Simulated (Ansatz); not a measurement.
YAlGe (space group Cmcm)

```
YAlGe
1.0
    2.01318    -5.15994     0.00000
    2.01318     5.15994     0.00000
    0.00000     0.00000     5.72233
Y Al Ge
2 2 2
Direct
  0.30923   0.69077   0.75000
  0.69077   0.30923   0.25000
  0.00000   0.00000   0.00000
  0.00000   0.00000   0.50000
  0.39477   0.60523   0.25000
  0.60523   0.39477   0.75000
```

This relaxed cell (volume V₀) is scaled evenly in all directions, its shape held. The atoms relax within the cell's symmetry.

Computed with PBEsol (plane waves to 420 eV, PAW, scalar-relativistic; Ansatz, a quantum-chemistry and plane-wave program). k mesh 12×12×8 (Γ-centred), Fermi-Dirac smearing 0.05 eV. The energy includes the smearing's −TS. Compression counts positive. With the shape held, the modulus is that of even scaling; a crystal free to change shape is softer. YAlGe is run without spin polarisation. YAlGe was relaxed with its symmetry unable to fall. The zero of ΔE is the relaxed starting cell. The last digit holds for this mesh only.

| V (Å³/atom) | ΔE (meV/atom) |
|---|---|
| 17.833 | 65.4 |
| 18.328 | 35.1 |
| 18.824 | 14.9 |
| 19.319 | withheld |
| 19.814 | 0.0 |
| 20.310 | 3.2 |
| 20.805 | 12.4 |
| 21.300 | 26.8 |
| 21.796 | 45.7 |

Question: Fit a third-order Birch-Murnaghan form (E₀, V₀, B₀, B₀′ free) to the given rows and predict ΔE at V = 19.319.

Answer: Least squares on the 8 given rows: ΔE = E₀ + (9V₀B₀/16)·y²·[2 + (B₀′ − 4)y], y = (V₀/V)^(2/3) − 1, with V₀ = 19.816 Å³/atom, B₀ = 87.65 GPa (160.2 GPa = 1 eV/Å³; the term in eV is multiplied by 1000), B₀′ = 4.30, E₀ = 0.01 meV/atom; root-mean-square residual 0.02 meV/atom. At 19.319 the fit gives 3.6 meV/atom; the calculation gives 3.5 meV/atom, so the interpolation is off by 0.1 (+2.9 %). For the pressure the fit gives 2.4 GPa against the computed 2.3 GPa.

(Under strain, the slope of the energy per volume gives the stress and its curvature an elastic modulus.)
